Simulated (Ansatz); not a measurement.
ZnO:
```cif
data_O6Zn6
_chemical_formula_sum 'Zn6 O6'
_space_group_name_H-M_alt 'Pm-3n'
_space_group_IT_number 223
_space_group_name_Hall '-P 4n 2 3'
_cell_length_a 5.65744
_cell_length_b 5.65744
_cell_length_c 5.65744
_cell_angle_alpha 90.000
_cell_angle_beta 90.000
_cell_angle_gamma 90.000
loop_
_atom_site_label
_atom_site_type_symbol
_atom_site_symmetry_multiplicity
_atom_site_Wyckoff_symbol
_atom_site_fract_x
_atom_site_fract_y
_atom_site_fract_z
_atom_site_occupancy
Zn1 Zn 6 c 0.00000 0.50000 0.25000 1
O1 O 6 d 0.00000 0.25000 0.50000 1
```

Relaxed with PBE.

### Question
Which orbitals make up the states near the band edges in the program Ansatz at the PBE level (PAW)?

### Answer
Top 1 eV of the valence band: O 2p 79 %, Zn 3d 19 %. Bottom 1 eV of the conduction band: Zn 4s 61 %, O 2s 18 %, O 2p 17 %. Projections are on Löwdin-orthogonalised atomic valence shells; empty p or d shells of many metals are not among them.

### Question
Tabulate the density of states.

### Answer
States/eV per cell of 12 atoms, in 0.25 eV bins, energy from the valence-band maximum.

| E (eV) | total | Zn 3d | O 2p | Zn 4s |
|---|---|---|---|---|
| -6.70 | 0.00 | 0.00 | 0.00 | 0.00 |
| -6.45 | 5.89 | 2.73 | 2.57 | 0.50 |
| -6.20 | 8.20 | 4.08 | 3.38 | 0.65 |
| -5.95 | 1.83 | 1.00 | 0.69 | 0.12 |
| -5.70 | 12.07 | 7.92 | 3.59 | 0.50 |
| -5.45 | 25.41 | 18.73 | 6.09 | 0.49 |
| -5.20 | 43.52 | 31.67 | 10.25 | 1.46 |
| -4.95 | 41.72 | 33.49 | 7.74 | 0.34 |
| -4.70 | 9.78 | 8.53 | 1.15 | 0.06 |
| -4.45 | 58.14 | 57.38 | 0.41 | 0.11 |
| -4.20 | 26.54 | 25.57 | 0.39 | 0.28 |
| -3.95 | 6.99 | 6.59 | 0.11 | 0.04 |
| -3.70 | 4.69 | 2.87 | 1.31 | 0.41 |
| -3.45 | 10.72 | 5.49 | 3.91 | 1.04 |
| -3.20 | 11.67 | 4.98 | 5.21 | 1.10 |
| -2.95 | 10.34 | 3.96 | 5.17 | 0.74 |
| -2.70 | 7.86 | 2.52 | 4.50 | 0.44 |
| -2.45 | 5.00 | 1.53 | 2.90 | 0.30 |
| -2.20 | 8.74 | 2.38 | 5.41 | 0.47 |
| -1.95 | 12.15 | 2.75 | 8.45 | 0.37 |
| -1.70 | 15.07 | 2.96 | 11.24 | 0.29 |
| -1.45 | 8.58 | 1.65 | 6.37 | 0.23 |
| -1.20 | 8.77 | 1.58 | 6.83 | 0.10 |
| -0.95 | 12.82 | 2.36 | 10.11 | 0.05 |
| -0.70 | 15.52 | 2.93 | 12.16 | 0.10 |
| -0.45 | 4.83 | 0.93 | 3.76 | 0.04 |
| -0.20 | 6.71 | 1.22 | 5.38 | 0.02 |
| 0.05 | 0.45 | 0.08 | 0.37 | 0.00 |
| 0.30 | 0.00 | 0.00 | 0.00 | 0.00 |
| 0.55 | 0.00 | 0.00 | 0.00 | 0.00 |
| 0.80 | 0.00 | 0.00 | 0.00 | 0.00 |
| 1.05 | 0.00 | 0.00 | 0.00 | 0.00 |
| 1.30 | 0.06 | 0.00 | 0.01 | 0.04 |
| 1.55 | 0.16 | 0.00 | 0.02 | 0.10 |
| 1.80 | 0.26 | 0.00 | 0.05 | 0.15 |
| 2.05 | 0.37 | 0.01 | 0.07 | 0.22 |
| 2.30 | 0.49 | 0.01 | 0.10 | 0.29 |
| 2.55 | 0.62 | 0.01 | 0.13 | 0.37 |
| 2.80 | 0.77 | 0.01 | 0.16 | 0.46 |
| 3.05 | 0.93 | 0.01 | 0.19 | 0.55 |
| 3.30 | 1.13 | 0.01 | 0.23 | 0.67 |
| 3.55 | 1.33 | 0.01 | 0.27 | 0.78 |
| 3.80 | 1.58 | 0.01 | 0.31 | 0.93 |
| 4.05 | 1.96 | 0.01 | 0.38 | 1.17 |
| 4.30 | 2.23 | 0.01 | 0.42 | 1.34 |
| 4.55 | 1.76 | 0.01 | 0.32 | 1.05 |
| 4.80 | 1.32 | 0.00 | 0.23 | 0.77 |
| 5.05 | 1.34 | 0.00 | 0.21 | 0.67 |
| 5.30 | 3.57 | 0.01 | 0.50 | 1.62 |
| 5.55 | 3.62 | 0.01 | 0.46 | 1.54 |
| 5.80 | 4.42 | 0.01 | 0.42 | 1.41 |

The start of the workflow was typed in or built on a structure type; neither database checked (COD, Materials Project) lists it. It is not the phase usual at ambient conditions (space group No. 186). The PBE relaxation kept the symmetry of its start; whether a distortion lowers the energy is not shown.

Potentials: the earlier of the program's two PAW sets.
